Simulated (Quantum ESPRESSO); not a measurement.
AlZnMg3Ga2O8, input and log of a self-consistent run

Simulated, not a measurement. The program is pw.x of Quantum ESPRESSO 7.5 (plane-wave density functional theory). The cell is made up: 15 atoms on a doubled zincblende/diamond lattice with one site empty, with randomly drawn elements, strain and displacements, not relaxed. PseudoDojo standard norm-conserving files (v0.5 for PBE, v0.4.1 for LDA and PBEsol) set the functional; there is no spin polarisation, spin-orbit coupling or dispersion term, and the masses in the input are unused placeholders. A spin-polarised start on this cell or one of its family kept no moment above 0.05 Bohr magneton at the same smearing; a narrower smearing was not tried.

Input:

```
&control calculation='scf', pseudo_dir='./dojo.nc.sr.pbe.v0_5.standard.upf', outdir='./o', disk_io='low', tprnfor=.true., tstress=.true. /
&system ibrav=0, nat=15, ntyp=5, nbnd=74, ecutwfc=84.00895049, nosym=.true., tot_charge=0,
 occupations='smearing', smearing='fd', degauss=0.0073498644
/
&electrons conv_thr=7.350e-09, electron_maxstep=60, /
ATOMIC_SPECIES
Al 1.0 Al.upf
Ga 1.0 Ga.upf
Mg 1.0 Mg.upf
O 1.0 O.upf
Zn 1.0 Zn.upf
CELL_PARAMETERS angstrom
4.5545 0.0015 0.0423
0.0015 4.4731 0.0818
0.0845 0.1636 8.9987
ATOMIC_POSITIONS angstrom
Al 0.0066 0.0256 0.0756
Zn -0.0209 2.2997 2.254
Mg 2.3049 -0.0465 2.2262
Ga 0.0248 0.1682 4.4633
Mg 0.013 2.3229 6.7735
Mg 2.3842 0.1234 6.817
Ga 2.3178 2.321 4.5209
O 1.1584 1.1501 1.1173
O 1.2099 3.4277 3.4148
O 3.5228 1.2063 3.4819
O 3.467 3.2813 1.1407
O 1.2345 1.2588 5.6527
O 1.2006 3.4389 7.9579
O 3.4652 1.2291 7.9053
O 3.4731 3.4323 5.6838
K_POINTS automatic
7 7 5 1 1 1
```

The log is shortened where brackets say so; the opening notice, blank lines, dates and the lines on written files are dropped, and the path of the files is cut. It prints rydbergs, bohrs and kilobars, and counts compression as positive stress.

```
     Program PWSCF v.7.5
     Parallel version (MPI & OpenMP), running on       4 processor cores
     Number of MPI processes:                 4
     Threads/MPI process:                     1
     [start-up lines left out]
     bravais-lattice index     =            0
     lattice parameter (alat)  =       8.6071  a.u.
     unit-cell volume          =    1236.6403 (a.u.)^3
     number of atoms/cell      =           15
     number of atomic types    =            5
     number of electrons       =       127.00
     number of Kohn-Sham states=           74
     kinetic-energy cutoff     =      84.0090  Ry
     charge density cutoff     =     336.0358  Ry
     scf convergence threshold =      7.3E-09
     mixing beta               =       0.7000
     number of iterations used =            8  plain     mixing
     Exchange-correlation= PBE
                           (   1   4   3   4   0   0   0)
     [axes and pseudopotential details left out]
   Cartesian axes
     site n.     atom                  positions (alat units)
         1        Al     tau(   1) = (   0.0014491   0.0056206   0.0165983  )
         2        Zn     tau(   2) = (  -0.0045887   0.5049074   0.4948738  )
         3        Mg     tau(   3) = (   0.5060491  -0.0102092   0.4887702  )
         4        Ga     tau(   4) = (   0.0054449   0.0369289   0.9799335  )
         5        Mg     tau(   5) = (   0.0028542   0.5100010   1.4871462  )
         6        Mg     tau(   6) = (   0.5234597   0.0270929   1.4966968  )
         7        Ga     tau(   7) = (   0.5088813   0.5095839   0.9925798  )
         8        O      tau(   8) = (   0.2543309   0.2525086   0.2453072  )
         9        O      tau(   9) = (   0.2656379   0.7525638   0.7497316  )
        10        O      tau(  10) = (   0.7734434   0.2648475   0.7644636  )
        11        O      tau(  11) = (   0.7611923   0.7204212   0.2504448  )
        12        O      tau(  12) = (   0.2710389   0.2763741   1.2410706  )
        13        O      tau(  13) = (   0.2635960   0.7550228   1.7471855  )
        14        O      tau(  14) = (   0.7607971   0.2698533   1.7356370  )
        15        O      tau(  15) = (   0.7625316   0.7535738   1.2478987  )
     number of k points=   123  Fermi-Dirac smearing, width (Ry)=  0.0073
     Number of k-points >= 100: set verbosity='high' to print them.
     Dense  grid:   128603 G-vectors     FFT dimensions: (  54,  50, 100)
     Estimated max dynamical RAM per process >     799.01 MB
     Estimated total dynamical RAM >       3.03 GB
     Initial potential from superposition of free atoms
     starting charge     126.9896, renormalised to     127.0000
     Starting wfcs are   79 randomized atomic wfcs
     total cpu time spent up to now is       17.3 secs
     per-process dynamical memory:   703.6 Mb
     Self-consistent Calculation
     iteration #  1     ecut=    84.01 Ry     beta= 0.70
     Davidson diagonalization with overlap
     ethr =  1.00E-02,  avg # of iterations =  4.0
     total cpu time spent up to now is       67.4 secs
     total energy              =   -1348.35440266 Ry
     estimated scf accuracy    <       4.24078930 Ry
     iteration #  2     ecut=    84.01 Ry     beta= 0.70
     Davidson diagonalization with overlap
     ethr =  3.34E-03,  avg # of iterations =  5.0
     total cpu time spent up to now is      121.5 secs
     total energy              =   -1344.81646884 Ry
     estimated scf accuracy    <      26.36357182 Ry
     iteration #  3     ecut=    84.01 Ry     beta= 0.70
     Davidson diagonalization with overlap
     ethr =  3.34E-03,  avg # of iterations =  5.3
     total cpu time spent up to now is      175.0 secs
     total energy              =   -1349.91717307 Ry
     estimated scf accuracy    <       6.00306234 Ry
     iteration #  4     ecut=    84.01 Ry     beta= 0.70
     Davidson diagonalization with overlap
     ethr =  3.34E-03,  avg # of iterations =  2.7
     total cpu time spent up to now is      218.4 secs
     total energy              =   -1350.47242581 Ry
     estimated scf accuracy    <       0.52902770 Ry
     iteration #  5     ecut=    84.01 Ry     beta= 0.70
     Davidson diagonalization with overlap
     ethr =  4.17E-04,  avg # of iterations =  7.3
     total cpu time spent up to now is      264.1 secs
     total energy              =   -1350.43104951 Ry
     estimated scf accuracy    <       0.28868279 Ry
     [iterations 6 to 10 left out]
     iteration # 11     ecut=    84.01 Ry     beta= 0.70
     Davidson diagonalization with overlap
     ethr =  1.77E-08,  avg # of iterations =  2.7
     total cpu time spent up to now is      545.6 secs
     total energy              =   -1350.41753394 Ry
     estimated scf accuracy    <       0.00000957 Ry
     iteration # 12     ecut=    84.01 Ry     beta= 0.70
     Davidson diagonalization with overlap
     ethr =  7.54E-09,  avg # of iterations =  2.1
     total cpu time spent up to now is      587.4 secs
     total energy              =   -1350.41753586 Ry
     estimated scf accuracy    <       0.00000167 Ry
     iteration # 13     ecut=    84.01 Ry     beta= 0.70
     Davidson diagonalization with overlap
     ethr =  1.31E-09,  avg # of iterations =  2.0
     total cpu time spent up to now is      630.9 secs
     total energy              =   -1350.41753625 Ry
     estimated scf accuracy    <       0.00000021 Ry
     iteration # 14     ecut=    84.01 Ry     beta= 0.70
     Davidson diagonalization with overlap
     ethr =  1.67E-10,  avg # of iterations =  2.0
     total cpu time spent up to now is      675.1 secs
     total energy              =   -1350.41753629 Ry
     estimated scf accuracy    <       0.00000002 Ry
     iteration # 15     ecut=    84.01 Ry     beta= 0.70
     Davidson diagonalization with overlap
     ethr =  1.83E-11,  avg # of iterations =  2.2
     total cpu time spent up to now is      717.8 secs
     End of self-consistent calculation
     Number of k-points >= 100: set verbosity='high' to print the bands.
     the Fermi energy is     8.7564 ev
!    total energy              =   -1350.41753629 Ry
     estimated scf accuracy    <          6.7E-09 Ry
     smearing contrib. (-TS)   =      -0.00325101 Ry
     internal energy E=F+TS    =   -1350.41428528 Ry
     The total energy is F=E-TS. E is the sum of the following terms:
     one-electron contribution =    -955.51593195 Ry
     hartree contribution      =     534.54375456 Ry
     xc contribution           =    -246.22682575 Ry
     ewald contribution        =    -683.21528214 Ry
     convergence has been achieved in  15 iterations
     Forces acting on atoms (cartesian axes, Ry/au):
     atom    1 type  1   force =     0.01049568   -0.01615873   -0.06778633
     atom    2 type  5   force =     0.05437089   -0.00852039   -0.08087151
     atom    3 type  3   force =     0.03133366    0.04641566   -0.10780045
     atom    4 type  2   force =     0.05992280   -0.06102421    0.04492652
     atom    5 type  3   force =     0.03399853    0.02333625    0.10562514
     atom    6 type  3   force =    -0.02589235   -0.02789798    0.07845977
     atom    7 type  2   force =     0.00530414    0.01869201    0.01165923
     atom    8 type  4   force =    -0.06349338   -0.07387545    0.01439313
     atom    9 type  4   force =    -0.02792875   -0.01372228    0.07765039
     atom   10 type  4   force =    -0.08050897   -0.00683650    0.00296340
     atom   11 type  4   force =     0.02104586    0.10372565    0.00412960
     atom   12 type  4   force =    -0.01029130   -0.01365597   -0.04790125
     atom   13 type  4   force =    -0.07027986    0.07806882   -0.00517124
     atom   14 type  4   force =     0.07618832   -0.06306206    0.03022578
     atom   15 type  4   force =    -0.01426527    0.01451518   -0.06050220
     Total force =     0.349955     Total SCF correction =     0.000187
     Computing stress (Cartesian axis) and pressure
          total   stress  (Ry/bohr**3)                   (kbar)     P=       34.63
   0.00029801  -0.00002129  -0.00009183           43.84       -3.13      -13.51
  -0.00002129   0.00023701  -0.00041183           -3.13       34.87      -60.58
  -0.00009183  -0.00041183   0.00017124          -13.51      -60.58       25.19
     init_run     :     16.47s CPU     17.20s WALL (       1 calls)
     electrons    :    687.37s CPU    700.48s WALL (       1 calls)
     forces       :      8.43s CPU      8.46s WALL (       1 calls)
     stress       :     29.95s CPU     30.53s WALL (       1 calls)
     [timing details left out]
     PWSCF        :  12m22.72s CPU  12m37.47s WALL
     JOB DONE.
```

In other units: free energy -18373.367 eV for the cell, pressure 3.46 GPa, largest force component 2.772 eV/Å. A rerun of this cell at a cutoff of 1437 eV and k mesh 9 x 9 x 7 moved values by no more than 0.010 eV in energy, 0.03 GPa in stress and 0.009 eV/Å in force.